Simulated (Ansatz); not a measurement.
NMR crystallography of ZnS with Au replacing Zn: given against relaxed positions

Start: a supercell of ZnS (space group P6_3mc) built from an entry of the Crystallography Open Database (COD) (the entry's cell lengths or inner coordinates differ somewhat from later room-temperature determinations), with all atoms left at the host's positions.

Space group P3m1 (No. 156); a = 7.6240, c = 18.6900 Å, γ = 120.00°.

```
site  Wyckoff  site symmetry       x       y       z
 Zn1       3d            .m.  0.6667  0.8333  0.0000
 Zn2       1c            3m.  0.6667  0.3333  0.0000
 Zn5       3d            .m.  0.6667  0.8333  0.5000
 Zn6       1c            3m.  0.6667  0.3333  0.5000
 Zn9       3d            .m.  0.8333  0.1667  0.1667
Zn12       1b            3m.  0.3333  0.6667  0.1667
Zn13       1a            3m.  0.0000  0.0000  0.6667
Zn14       3d            .m.  0.0000  0.5000  0.6667
  Au       1a            3m.  0.0000  0.0000  0.3333
Zn18       3d            .m.  0.0000  0.5000  0.3333
Zn21       3d            .m.  0.8333  0.1667  0.8333
Zn24       1b            3m.  0.3333  0.6667  0.8333
 S25       3d            .m.  0.6667  0.8333  0.1250
 S26       1c            3m.  0.6667  0.3333  0.1250
 S29       3d            .m.  0.6667  0.8333  0.6250
 S30       1c            3m.  0.6667  0.3333  0.6250
 S33       3d            .m.  0.8333  0.1667  0.2917
 S36       1b            3m.  0.3333  0.6667  0.2917
 S37       1a            3m.  0.0000  0.0000  0.7917
 S38       3d            .m.  0.0000  0.5000  0.7917
 S41       1a            3m.  0.0000  0.0000  0.4583
 S42       3d            .m.  0.0000  0.5000  0.4583
 S45       3d            .m.  0.8333  0.1667  0.9583
 S48       1b            3m.  0.3333  0.6667  0.9583
```

One atom of each set is listed.

Method: Kohn–Sham DFT in Ansatz, PBE, plane waves and PAW, scalar-relativistic, 420 eV cutoff, Γ-centred 3×3×1 k-points, Fermi–Dirac smearing 0.01 eV, cell charge +1.

The largest force at the start is 1.1 eV/Å. Relaxing the ions at fixed cell moves them by 0.118 Å at most (atom 41, S) and 0.042 Å rms.

```tsv
site	moved (Å)	first shell before	first shell after	V_zz before (10²¹ V/m²)	η before
Zn5	0.056	4 S at 2.33–2.34 Å	4 S at 2.32–2.34 Å	-0.75	0.81
Au	0.031	4 S at 2.33–2.34 Å	4 S at 2.42–2.44 Å	-16.66	0.00
Zn18	0.029	4 S at 2.33–2.34 Å	4 S at 2.31–2.34 Å	1.13	0.82
S25	0.008	4 Zn at 2.33–2.34 Å	4 Zn at 2.32–2.35 Å	0.47	0.61
S26	0.057	4 Zn at 2.33–2.34 Å	4 Zn at 2.32–2.34 Å	-0.42	0.00
S29	0.034	4 Zn at 2.33–2.34 Å	4 Zn at 2.32–2.34 Å	0.79	0.31
S33	0.097	3 Zn at 2.33–2.34 Å, 1 Au at 2.33 Å	3 Zn at 2.33–2.34 Å, 1 Au at 2.44 Å	5.83	0.55
S38	0.014	4 Zn at 2.33–2.34 Å	4 Zn at 2.32–2.33 Å	0.35	0.42
S41	0.118	3 Zn at 2.33 Å, 1 Au at 2.34 Å	3 Zn at 2.33 Å, 1 Au at 2.42 Å	0.095	0.00
S42	0.001	4 Zn at 2.33–2.34 Å	4 Zn at 2.31–2.34 Å	-0.52	0.59
```

Task: What are V_zz and η after the relaxation?

Result: 

| site | V_zz after | η after | change of V_zz |
| --- | --- | --- | --- |
| Zn5 | -1.27 | 0.32 | -0.52 |
| Au | -21.1 | 0.00 | -4.45 |
| Zn18 | 1.99 | 0.62 | +0.86 |
| S25 | 0.82 | 0.81 | +0.35 |
| S26 | -1.19 | 0.00 | -0.77 |
| S29 | 0.43 | 0.54 | -0.36 |
| S33 | 6.65 | 0.49 | +0.82 |
| S38 | -0.19 | 0.41 | – |
| S41 | -0.82 | 0.00 | -0.92 |
| S42 | 0.56 | 0.84 | – |

The largest change of V_zz along a kept axis is on Au, from -16.66 to -21.1. In per cent, |V_zz| changes by +27 on Au, +14 on S (all sites that start above 2). Where |V_zz| stays above 0.1 and the axes keep their order, η moves most on Zn5, from 0.81 to 0.32. On Zn21 (not in the table) V_xx and V_yy change places (or their axes turn by over 50°), so the two values of η hide a larger change. V_zz changes sign on S41 (same axis), S48 (same axis) (not all in the table). On S42, S38, S45 (not all in the table) the largest principal value lies along another axis in the second run, so the two V_zz can't be compared directly. The table leaves out 14 of the 24 sites, with |V_zz| up to 1.27; their tensors move by 0.43 at most along any direction. The statements above cover all sites. The host's own positions weren't relaxed first, so part of the change far from the defect can be the host's relaxation.

The run isn't spin-polarised, and a state with spin may lie lower. The defect repeats with the cell of 48 atoms, so it feels its images: sites between two images don't show the values beside a lone defect, and zeros or small values of η there can come from the images' arrangement. S and Zn carry a gradient in the pure host already, so the values there aren't the defect's effect alone. A uniform background compensates the cell's charge. The defect cell has no gap above 0.1 eV on its mesh, so the values can hang on the smearing and the k-mesh. Spin–orbit coupling is left out, which shifts gradients on Au by a few per cent in wide-gap crystals, and can shift them far more where the calculated gap is small or absent, as here.
Before: The neighbours have not yet relaxed around the defect (largest force 1.1 eV/Å), so a real crystal will differ.
After: The relaxation keeps the site symmetry 3m of the start, so the impurity can move only along its axis; a distortion that would localise the partly filled state isn't explored.
